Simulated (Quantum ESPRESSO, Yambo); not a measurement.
# Quasiparticle gap of NaYS2 at -1.5 % isotropic strain

Space group R-3m, hexagonal axes (No. 166); a = 3.877 Å, b = 3.877 Å, c = 19.452 Å, α = 90.00°, β = 90.00°, γ = 120.00°

| atom | site | symmetry | x | y | z |
|---|---|---|---|---|---|
| Na | 3a | -3m | 0.0000 | 0.0000 | 0.0000 |
| S | 6c | 3m | 0.0000 | 0.0000 | 0.2442 |
| Y | 3b | -3m | 0.0000 | 0.0000 | 0.5000 |
(The calculation used a cell of 4 atoms; values per cell refer to that cell.)

The PBEsol cell relaxed from Materials Project entry mp-10226 was given an isotropic strain of -1.5 % on all lattice vectors, and the atoms were relaxed again.

Starting point: PBEsol (Quantum ESPRESSO, PseudoDojo norm-conserving, 88 Ry, no spin-orbit coupling). G0W0 in Yambo: 4×4×4 Γ-centred k mesh, bands 3 to 130 and a 7 Ry block in the screening, 130 bands in G with the Bruneval-Gonze terminator, plasmon pole fitted at 27.2 eV.

| Quantity | Result |
|---|---|
| PBEsol gap along the band path | 2.01 eV |
| PBEsol gap between the mesh's edge points (Γ → F) | 2.01 eV |
| G0W0 gap between the same points | 3.60 eV |
| PBEsol smallest direct gap on the mesh (at F) | 2.87 eV |
| G0W0 direct gap at that point | 4.52 eV |

```
k point  band  E PBEsol (eV)  E QP (eV)  shift (eV)     Z
-------  ----  -------------  ---------  ----------  ----
Γ          VB           0.00      -0.96       -0.96  0.79
Γ          CB           3.44       4.34        0.90  0.81
L          VB          -0.71      -1.72       -1.01  0.78
L          CB           2.59       3.30        0.72  0.81
F          VB          -0.86      -1.88       -1.02  0.78
F          CB           2.01       2.64        0.64  0.82
```

Energies count from the PBEsol valence-band maximum.

Convergence of the G0W0 settings was not tested.
